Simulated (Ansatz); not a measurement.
Relaxed-ion elastic tensor of CuCl (zinc blende, space group No. 216) in GPa (Voigt order), PBEsol in the plane-wave PAW code Ansatz; density 4.44 g/cm³, 18.50 Å³ per atom.

|  | 1 | 2 | 3 | 4 | 5 | 6 |
|---|---|---|---|---|---|---|
| 1 | 71.2 | 58.5 | 58.5 | 0.0 | 0.0 | 0.0 |
| 2 | 58.5 | 71.2 | 58.5 | 0.0 | 0.0 | 0.0 |
| 3 | 58.5 | 58.5 | 71.2 | 0.0 | 0.0 | 0.0 |
| 4 | 0.0 | 0.0 | 0.0 | 15.9 | 0.0 | 0.0 |
| 5 | 0.0 | 0.0 | 0.0 | 0.0 | 15.9 | 0.0 |
| 6 | 0.0 | 0.0 | 0.0 | 0.0 | 0.0 | 15.9 |

Question: Is the crystal mechanically stable?

Answer: Yes: the smallest eigenvalue of C is 12.6 GPa.

Question: Work out the Voigt, Reuss and Hill averages.

Answer: K_V = 62.8, K_R = 62.8, K_H = 62.8; G_V = 12.0, G_R = 9.9, G_H = 11.0 GPa.

Question: Give Young's modulus, Poisson's ratio, Pugh's ratio and the universal anisotropy index.

Answer: E = 9KG/(3K + G) = 31.1 GPa; ν = 0.42; K/G = 5.72 (ductile by the Pugh limit of 1.75); A_U = 5G_V/G_R + K_V/K_R − 6 = 1.09.

Question: Estimate the sound speeds and the Debye temperature.

Answer: v_l = √((K + 4G/3)/ρ) = 4170 m/s, v_t = √(G/ρ) = 1570 m/s, mean 1780 m/s; Θ = (h/k)(3n/4πV)^(1/3) v_m = 201 K.

Question: Give the Zener ratio and Young's modulus along [100], [110] and [111].

Answer: A = 2C44/(C11 − C12) = 2.51; 1/E = S11 − 2(S11 − S12 − S44/2)Γ with Γ = 0, 1/4, 1/3 gives 18.3, 32.6, 43.9 GPa.

Space group F-43m (zinc blende). Symmetry was held in the PBEsol relaxation. No spin polarisation was allowed.

Potentials: the later of the program's two PAW sets.
